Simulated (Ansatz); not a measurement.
The relaxed structure here is a generated cell of WSe2: the first start was made by placing the elements on the sites of a structure type, and the end was not matched to a known phase here, so it may be hypothetical. Known forms of WSe2 include space group No. 194.

A relaxed structure of WSe2. These are r2SCAN (plane waves to 500 eV, PAW, scalar-relativistic; Ansatz, an electronic-structure program) values and carry that method's errors.

```cif
data_Se6W3
_chemical_formula_sum 'W3 Se6'
_space_group_name_H-M_alt 'P 1'
_space_group_IT_number 1
_cell_length_a 7.15112
_cell_length_b 7.15112
_cell_length_c 8.26466
_cell_angle_alpha 90.000
_cell_angle_beta 90.000
_cell_angle_gamma 120.000
loop_
_space_group_symop_operation_xyz
  'x, y, z'
loop_
_atom_site_label
_atom_site_type_symbol
_atom_site_fract_x
_atom_site_fract_y
_atom_site_fract_z
_atom_site_occupancy
W1 W 0.50000 0.00000 0.50000 1
W2 W 0.50000 0.50000 0.83333 1
W3 W 0.00000 0.50000 0.16667 1
Se1 Se 0.19789 0.39578 0.00000 1
Se2 Se 0.80211 0.19789 0.33333 1
Se3 Se 0.60422 0.80211 0.66667 1
Se4 Se 0.80211 0.60422 0.00000 1
Se5 Se 0.19789 0.80211 0.33333 1
Se6 Se 0.39578 0.19789 0.66667 1
```

**Question.** Determine the symmetry and give the standard cell with its independent sites.

**Answer.** Space group P6₂22 (No. 180); a = 7.151 Å, b = 7.151 Å, c = 8.265 Å, α = 90.00°, β = 90.00°, γ = 120.00°

| atom | site | symmetry | x | y | z |
|---|---|---|---|---|---|
| W | 3d | 222 | 0.5000 | 0.0000 | 0.5000 |
| Se | 6i | ..2 | 0.1979 | 0.3958 | 0.0000 |

This is the AFLOW prototype A2B_hP9_180_j_c (C8, as in SiO2).

**Question.** Give the shortest distances between elements (the closest pairs, up to four, under 3.6 Å).

**Answer.** Se–W 2.35 Å.

- Volume per atom: 40.67 Å³
- Band gap: no gap (metallic)

No spin polarisation in the result.

The run could not lose the symmetry of its start, so the end can be a saddle point.
